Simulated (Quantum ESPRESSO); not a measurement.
**NMR parameters of CdSe**

```xyz
2
Lattice="0.0000 3.0703 3.0703 3.0703 0.0000 3.0703 3.0703 3.0703 0.0000" Properties=species:S:1:pos:R:3 pbc="T T T"
Cd     0.0000     0.0000     0.0000
Se     4.6054     4.6054     4.6054
```
The geometry is a computed Materials Project entry, not a measured one. It is CdSe in F-43m. Stability against distortions was not tested.

Shieldings are absolute and leave out the bulk-susceptibility term; a larger σ means a smaller chemical shift. In our sweeps, cutoffs and meshes of this size left a few ppm, and up to some 20 ppm on atoms from Zn on. No spin–orbit coupling; Cd is the heaviest element present. The datasets of Se hold no d projectors, which limits absolute σ on these atoms. The band gap at this level is small, which makes the paramagnetic part of σ large and sensitive to the functional.

Task: What do the calculations give at each independent site (shieldings by PBE GIPAW on JTH datasets (Quantum ESPRESSO, modified build), 20 Ha, k-mesh 7×7×7 shifted, f-sum rule met within 0.01 %)?

Result: 
| site | site symmetry | σ_iso (ppm) |
|---|---|---|
| Cd (atom 1) | -43m | 2941 |
| Se (atom 2) | -43m | 2065 |
